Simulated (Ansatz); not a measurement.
## Ta5Ru: rattling a relaxed structure

The cell was found from a structure generator's guess, not taken from experiment.

Theory: DFT PBE, scalar-relativistic, plane waves, PAW (Ansatz 0.2.0). Cutoff 420 eV; k points 12×12×4 on the computed 6-atom cell (Γ-centred); Gaussian smearing, width 0.10 eV; no spin polarisation.

The cell below (6 atoms, space group P4/mmm (No. 123)) is relaxed within its symmetry.

```xyz
6
Lattice="3.2397 0.0000 0.0000 0.0000 3.2397 0.0000 0.0000 0.0000 9.9719" Properties=species:S:1:pos:R:3 pbc="T T T"
Ta    0.0000    0.0000    1.6940
Ta    1.6198    1.6198    3.4035
Ta    1.6198    1.6198    6.5684
Ta    0.0000    0.0000    8.2780
Ta    1.6198    1.6198    0.0000
Ru    0.0000    0.0000    4.9860
```

For the test a repeat of it with 12 atoms (edges 3.24, 6.48, 9.97 Å) was strained at random (σ = 1.5 % a component), the atoms were moved at random (σ = 0.10 Å), and all was relaxed again on a coarse 6×4×2 mesh (in the run’s order of axes) with 0.20 eV smearing, with no symmetry imposed.

Spin–orbit coupling, which can matter for Ta, is left out.

Q: Is the structure stable against such a distortion?

A: It returns, within 1 meV/atom of the unmoved cell on that mesh and with the same symmetry when read at 0.1 Å. No instability shows in this cell; modes of other wave vectors, which need another repeat, aren't tested.
